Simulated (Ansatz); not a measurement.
FeSi2 in space group P4/mmm (No. 123; Fe on 1c, Si on 2g) at seven volumes, r²SCAN in the plane-wave PAW code Ansatz, shape and atoms relaxed at each. One row is withheld.

```csv
V (Å³/atom),P (GPa)
11.149,22.34
11.517,?
11.884,6.21
12.252,0.01
12.619,-5.38
12.987,-10.00
13.354,-13.90
```

Task: Fit the shown pressures and predict the withheld one.

Result: P = (3/2)B₀(x^(7/2) − x^(5/2))[1 + (3/4)(B′ − 4)(x − 1)] with x = (V₀/V)^(2/3). Least squares on the six rows gives V₀ = 12.250 Å³/atom, B₀ = 194 GPa, B′ = 4.29. At V = 11.517, x = 1.0420 and P = 13.67 GPa. The run itself gave 13.60 GPa.

The workflow started from an entry of the Crystallography Open Database (COD), which files this formula under 2 space groups. Whether it is the stable phase at ambient conditions was not checked. The cell was relaxed with r²SCAN under the symmetry of its start; whether a distortion lowers the energy is not shown. The final state is ferromagnetic, the only order run, not a proven ground state. The cell computed holds one magnetic atom, so no antiferromagnetic order was within reach. Other orbital occupations within this spin state were not tried.

Potentials: the later of the program's two PAW sets.
